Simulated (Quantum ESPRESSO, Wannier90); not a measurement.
BeTe (zinc blende), plane waves to Wannier functions

```xyz
2
Lattice="0.0000 2.8315 2.8315 2.8315 0.0000 2.8315 2.8315 2.8315 0.0000" Properties=species:S:1:pos:R:3 pbc="T T T"
Be     0.0000     0.0000     0.0000
Te     1.4157     1.4157     1.4157
```

Structure: Materials Project mp-252, symmetrised, not relaxed again. COD (Crystallography Open Database) has an entry of this formula and space group (matched by these alone). Computed values, not measurements, from PBE: Quantum ESPRESSO (norm-conserving PseudoDojo potentials, cutoff 71 Ry, no spin polarisation, no spin-orbit coupling) on a Γ-centred 10×10×10 mesh, then Wannier90. Density: 10×10×10 mesh, cold smearing 0.01 Ry. Spin-orbit coupling is left out although heavy elements are present.

Band 7 is isolated and gives one Wannier function a cell (Te2 5s 85 %, Be1 2s 12 %; spread 1.71 Å²). Its on-site energy is ε = -10.928 eV relative to the valence-band maximum, and its hoppings t(R) = t(−R) to the nearer images are (images within this range that aren't listed have |t| under 5 meV):

| R (lattice vectors; −R alike) | distance (Å) | t (eV) |
|---|---|---|
| 0 0 1 | 4.00 | -0.122 |
| 0 1 -1 | 4.00 | -0.122 |
| 0 1 0 | 4.00 | -0.122 |
| 1 -1 0 | 4.00 | -0.122 |
| 1 0 -1 | 4.00 | -0.122 |
| 1 0 0 | 4.00 | -0.122 |
| 0 1 -2 | 6.94 | 0.007 |
| 0 1 1 | 6.94 | 0.007 |
| 0 2 -1 | 6.94 | 0.007 |
| 1 -2 0 | 6.94 | 0.007 |
| 1 -2 1 | 6.94 | 0.007 |
| 1 0 -2 | 6.94 | 0.007 |
| 1 0 1 | 6.94 | 0.007 |
| 1 1 -2 | 6.94 | 0.007 |
| 1 1 0 | 6.94 | 0.007 |
| 2 -1 -1 | 6.94 | 0.007 |
| 2 -1 0 | 6.94 | 0.007 |
| 2 0 -1 | 6.94 | 0.007 |

Q: Work out the band energy at Γ, X, U, K from these numbers.

A: For one orbital E(k) = ε + Σ_R 2 t(R) cos(2π k·R), the sum over the listed R.
- Γ, k = (0.000, 0.000, 0.000): E = -10.928 + (-0.122)·(12.00) + (0.007)·(24.00) = -12.22 eV; pw.x: -12.19 eV
- X, k = (-0.500, -0.500, 0.000): E = -10.928 + (-0.122)·(-4.00) + (0.007)·(-8.00) = -10.50 eV; pw.x: -10.42 eV
- U, k = (-0.375, -0.375, 0.250): E = -10.928 + (-0.122)·(-3.66) + (0.007)·(4.00) = -10.45 eV; pw.x: -10.44 eV
- K, k = (-0.375, 0.000, 0.375): E = -10.928 + (-0.122)·(-3.66) + (0.007)·(4.00) = -10.45 eV; pw.x: -10.44 eV

At these points the listed shells miss the plane-wave band by up to 0.08 eV, of a width of 1.80 eV on the path. With all its hoppings the model misses the band by 0.1 meV at worst on the whole path, so most of the miss comes from the hoppings not listed.
